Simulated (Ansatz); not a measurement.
Ansatz (a program for electronic structure) input:

Ansatz 0.2 input:
```yaml
crystal:
  lattice:
    - [3.6048717517, 0.0, 0.0]
    - [-1.8024358758, 3.1219105143, 0.0]
    - [0.0, 0.0, 4.2851077227]
  atoms:
    - { symbol: Ti, position: [0.3333333333, 0.6666666667, 0.25] }
    - { symbol: Ti, position: [0.6666666667, 0.3333333333, 0.75] }
    - { symbol: C, position: [0.3333333333, 0.6666666667, 0.75] }
    - { symbol: C, position: [0.6666666667, 0.3333333333, 0.25] }
kpoints:
  mp_grid: { grid: [23, 23, 17] }
hamiltonian:
  xc: r2scan
  pseudopotentials: { kind: paw }
scf:
  occupations: { method: fermi_dirac, width: 0.1 }
elastic: { mode: relaxed_ion, stencil: two_point, amplitude: 0.005, f_tol: 0.0005 }
```

Output (shortened):

```
Pseudopotential: Ti, paw, valence charge 12
Pseudopotential: C, paw, valence charge 4
Functional definition: r2SCAN
Crystal: 4 atoms, lattice volume = 48.225 Å³
Basis set: ecut = 500 eV, 1239 PW (Γ), exchange–correlation on 108×108×128 points (64 copies of the dense FFT grid, shifted against one another)
Bands: 20, of which v1, the nominal top of the filled ones, is band 16 counted from 1 (15 counted from 0)
Symmetry: 24 space group operations
Space group: P63/mmc (ITA 194), of the structure as read, at distance tolerance 3.6e-5 Å
k-points: 504 of 8993
SCF 1 converged in 12 iterations: F = -5515.087686 eV  dr2 = 2.44e-15
Crystal: 4 atoms, lattice volume = 48.225 Å³
SCF 2 converged in 2 iterations: F = -5515.087686 eV  dr2 = 1.02e-15
Crystal: 4 atoms, lattice volume = 47.984 Å³
Basis set: ecut = 500 eV, 1231 PW (Γ), exchange–correlation on 108×108×128 points (64 copies of the dense FFT grid, shifted against one another)
Symmetry: 8 space group operations
k-points: 1296 of 8993
SCF 3 converged in 12 iterations: F = -5515.086419 eV  dr2 = 7.93e-15
relax step   1: F+E_penalty+E_count = -5515.08641882 eV  Δ(F+E_penalty+E_count) = +0.000e0 eV  max|allowed force component| = 5.203e-2 eV/Å  Δτ_max = 0.0000 Å  (12 SCF iters, accepted)
Crystal: 4 atoms, lattice volume = 47.984 Å³
SCF 4 converged in 10 iterations: F = -5515.086543 eV  dr2 = 1.61e-15
relax step   2: F+E_penalty+E_count = -5515.08654253 eV  Δ(F+E_penalty+E_count) = -1.237e-4 eV  max|allowed force component| = 3.218e-2 eV/Å  Δτ_max = 0.0018 Å  (10 SCF iters, accepted)
Crystal: 4 atoms, lattice volume = 47.984 Å³
SCF 5 converged in 10 iterations: F = -5515.086617 eV  dr2 = 3.52e-15
relax step   3: F+E_penalty+E_count = -5515.08661686 eV  Δ(F+E_penalty+E_count) = -7.433e-5 eV  max|allowed force component| = 2.427e-3 eV/Å  Δτ_max = 0.0019 Å  (10 SCF iters, accepted)
Crystal: 4 atoms, lattice volume = 47.984 Å³
SCF 6 converged in 8 iterations: F = -5515.086617 eV  dr2 = 1.01e-14
relax step   4: F+E_penalty+E_count = -5515.08661731 eV  Δ(F+E_penalty+E_count) = -4.430e-7 eV  max|allowed force component| = 7.836e-6 eV/Å  Δτ_max = 0.0002 Å  (8 SCF iters, accepted)
Crystal: 4 atoms, lattice volume = 47.984 Å³
SCF 7 converged in 2 iterations: F = -5515.086617 eV  dr2 = 4.72e-15
Crystal: 4 atoms, lattice volume = 48.466 Å³
SCF 8 converged in 12 iterations: F = -5515.086533 eV  dr2 = 1.69e-14
relax step   1: F+E_penalty+E_count = -5515.08653341 eV  Δ(F+E_penalty+E_count) = +0.000e0 eV  max|allowed force component| = 4.932e-2 eV/Å  Δτ_max = 0.0000 Å  (12 SCF iters, accepted)
Crystal: 4 atoms, lattice volume = 48.466 Å³
SCF 9 converged in 10 iterations: F = -5515.086718 eV  dr2 = 1.42e-14
relax step   2: F+E_penalty+E_count = -5515.08671769 eV  Δ(F+E_penalty+E_count) = -1.843e-4 eV  max|allowed force component| = 2.491e-3 eV/Å  Δτ_max = 0.0021 Å  (10 SCF iters, accepted)
Crystal: 4 atoms, lattice volume = 48.466 Å³
SCF 10 converged in 8 iterations: F = -5515.086718 eV  dr2 = 1.77e-14
relax step   3: F+E_penalty+E_count = -5515.08671821 eV  Δ(F+E_penalty+E_count) = -5.184e-7 eV  max|allowed force component| = 1.349e-5 eV/Å  Δτ_max = 0.0001 Å  (8 SCF iters, accepted)
Crystal: 4 atoms, lattice volume = 48.466 Å³
SCF 11 converged in 2 iterations: F = -5515.086718 eV  dr2 = 7.05e-15
Crystal: 4 atoms, lattice volume = 47.984 Å³
Basis set: ecut = 500 eV, 1215 PW (Γ), exchange–correlation on 108×108×128 points (64 copies of the dense FFT grid, shifted against one another)
SCF 12 converged in 11 iterations: F = -5515.085758 eV  dr2 = 3.52e-14
Crystal: 4 atoms, lattice volume = 48.466 Å³
SCF 13 converged in 9 iterations: F = -5515.085671 eV  dr2 = 3.94e-14
Crystal: 4 atoms, lattice volume = 48.225 Å³
Basis set: ecut = 500 eV, 1235 PW (Γ), exchange–correlation on 108×108×128 points (64 copies of the dense FFT grid, shifted against one another)
Symmetry: 4 space group operations
k-points: 2352 of 8993
SCF 14 converged in 10 iterations: F = -5515.087101 eV  dr2 = 5.70e-14
relax step   1: F+E_penalty+E_count = -5515.08710130 eV  Δ(F+E_penalty+E_count) = +0.000e0 eV  max|allowed force component| = 4.236e-4 eV/Å  Δτ_max = 0.0000 Å  (10 SCF iters, accepted)
Crystal: 4 atoms, lattice volume = 48.225 Å³
SCF 15 converged in 2 iterations: F = -5515.087101 eV  dr2 = 1.73e-14
Crystal: 4 atoms, lattice volume = 48.225 Å³
SCF 16 converged in 10 iterations: F = -5515.087101 eV  dr2 = 6.15e-14
relax step   1: F+E_penalty+E_count = -5515.08710130 eV  Δ(F+E_penalty+E_count) = +0.000e0 eV  max|allowed force component| = 4.236e-4 eV/Å  Δτ_max = 0.0000 Å  (10 SCF iters, accepted)
Crystal: 4 atoms, lattice volume = 48.225 Å³
SCF 17 converged in 2 iterations: F = -5515.087101 eV  dr2 = 1.82e-14
SCF converged after 2 iterations
Free energy (F): -5515.087686 eV
Harris-Foulkes:  -5515.087686 eV  (|F-HF|=1.82e-12)
Internal energy: -5515.073727 eV  (E = F + TS)
E sigma→0 (E₀):  -5515.080706 eV
Entropy (-TS):   -0.013959 eV (-3.490 meV/atom)
Fermi energy:    11.689448 eV
--- Per-component energies (eV) ---
  E_band       = -342.512085
  E_kinetic    = 724.034106
  E_local      = -1958.127775  (includes V_loc(G=0)·N_el)
  E_nonlocal   = 62.746878
  E_hartree    = 786.359496
  E_xc         = -283.216578
  E_vxc        = -399.650833  (∫ρ·V_xc dr)
  E_paw        = -2312.338289  (= ΣΔE_a)
  E_vpaw       = -369.279400  (= ΣTr[D̂ρ^β])
  E_aug_tail   = 0.000195  (compensation charges beyond the density's cutoff)
  E_vtau       = 25.045751  (kinetic-family band-sum trace: ∫τ·v_τ [+ j·A + Jᵃ·Aᵃ] dr)
  E_ewald      = -2533.975300
  E_core_change = -0.556462  (= ΣΔE_core)
  E_smearing   = -0.013959  (= −TS)
  E_closure    = 0.000000  (closes the sum)
  Σ components = -5515.087686   (vs F -5515.087686, Δ=0.00e0)
--- Forces (eV/Å), atoms counted from 1 ---
  atom   1  Ti     0.00000000     0.00000000     0.00000000
  atom   2  Ti     0.00000000     0.00000000     0.00000000
  atom   3  C      0.00000000     0.00000000     0.00000000
  atom   4  C      0.00000000     0.00000000     0.00000000
  max |Σ_I F_I| component: 1.85e-17 eV/Å
--- Stress (GPa, compression-positive) ---
        0.028370       0.000000       0.000000
        0.000000       0.028370       0.000000
        0.000000       0.000000      -0.052610
  P = ⅓ Tr σ = 0.0014 GPa (0.014 kbar)
--- Band table (eV; the first three rows and the last of 504) ---
  k-point 0: bands = ["-47.1990", "-47.0972", "-22.5151", "-22.4646", "-22.4646", "-22.3058", "-22.3058", "-22.0760", "-0.5348", "1.5714", "8.8476", "8.8476", "8.9869", "8.9901", "8.9901", "12.5727", "12.5727", "13.5318", "13.7441", "14.8846"]
  k-point 1: bands = ["-47.1981", "-47.0980", "-22.5117", "-22.4633", "-22.4633", "-22.3071", "-22.3071", "-22.0802", "-0.5068", "1.5750", "8.8352", "8.8352", "8.9343", "8.9691", "8.9691", "12.6223", "12.6223", "12.9459", "14.2656", "14.8979"]
  k-point 2: bands = ["-47.1955", "-47.1006", "-22.5017", "-22.4592", "-22.4592", "-22.3111", "-22.3111", "-22.0925", "-0.4239", "1.5829", "8.7909", "8.8002", "8.8002", "8.9113", "8.9113", "12.2338", "12.7643", "12.7643", "14.7937", "14.9325"]
  k-point 503: bands = ["-47.1408", "-47.1403", "-22.6032", "-22.6018", "-22.4525", "-22.4294", "-22.1525", "-22.1506", "2.1279", "2.1420", "7.3475", "7.3618", "8.9084", "9.0614", "9.8136", "9.8213", "12.6412", "12.7913", "15.0412", "15.1317"]
--- Elastic constants: 3 strain directions × 2 members + reference (group order 24) ---
  dense FFT box of the reference and of every strained cell: 27×27×32
  strains applied: 11, 33, 23; error gains …
  C = ∂σ_k/∂η_j (tension-positive GPa; Voigt order 11 22 33 23 13 12):
       270.875    208.198     96.497      0.000      0.000      0.000
       208.198    270.875     96.497      0.000      0.000      0.000
        96.411     96.411    524.192      0.000      0.000      0.000
         0.000      0.000      0.000    155.582      0.000      0.000
         0.000      0.000      0.000      0.000    155.582      0.000
         0.000      0.000      0.000      0.000      0.000     31.338
  reference stress σ⁰ (GPa):     -0.028     -0.028      0.053      0.000      0.000      0.000
  moduli (Voigt/Reuss/Hill, GPa): K = 207.57/203.67/205.62   G = 112.82/60.95/86.89   E = 228.48   ν = 0.315
  mechanically stable: yes (min eigenvalue of sym C = 31.34 GPa)
  strain η (Voigt 11):  stress-route row diagonal C_11 = 270.87 GPa, energy-path curvature d²(F+E_count+ΔE)/dδ²/Ω₀ = 270.86 GPa
         δ    σ_11 (GPa)             F (eV)   n_scf  n_hpsi   n_pw
    -5.000e-3      -1.3979       -5515.0866173       2  248704   1256   relax 4 steps, max|allowed force component| 7.84e-6 eV/Å
     5.000e-3       1.3109       -5515.0867182       2  249452   1264   relax 3 steps, max|allowed force component| 1.35e-5 eV/Å
  strain η (Voigt 33):  stress-route row diagonal C_33 = 524.19 GPa, energy-path curvature d²(F+E_count+ΔE)/dδ²/Ω₀ = 524.09 GPa
         δ    σ_33 (GPa)             F (eV)   n_scf  n_hpsi   n_pw
    -5.000e-3      -2.6402       -5515.0857581      11  225969   1264   relax 0 steps, max|allowed force component| 2.13e-16 eV/Å
     5.000e-3       2.6017       -5515.0856710       9  195248   1270   relax 0 steps, max|allowed force component| 1.43e-16 eV/Å
  strain η (Voigt 23):  stress-route row diagonal C_44 = 155.58 GPa, energy-path curvature d²(F+E_count+ΔE)/dδ²/Ω₀ = 155.58 GPa
         δ    σ_23 (GPa)             F (eV)   n_scf  n_hpsi   n_pw
    -5.000e-3      -0.7779       -5515.0871013       2  456763   1264   relax 1 steps, max|allowed force component| 4.24e-4 eV/Å
     5.000e-3       0.7779       -5515.0871013       2  457292   1264   relax 1 steps, max|allowed force component| 4.24e-4 eV/Å
```

Cost: very roughly 24 core-minutes on shared cores.

Space group P6_3/mmc. The start of the workflow was typed in or built on a structure type; neither database checked (COD, Materials Project) lists it. It is not the phase usual at ambient conditions (space group No. 225). The cell was relaxed with r²SCAN under the symmetry of its start; its stability against distortions is not shown here. The run is not spin-polarised. The volume moved by -16 % from the start of the relaxation. As this level gives no gap, shear constants depend on the k-mesh and smearing (Fermi–Dirac, 0.1 eV here).

Potentials: the later of the program's two PAW sets.

Ansatz is a plane-wave DFT program.
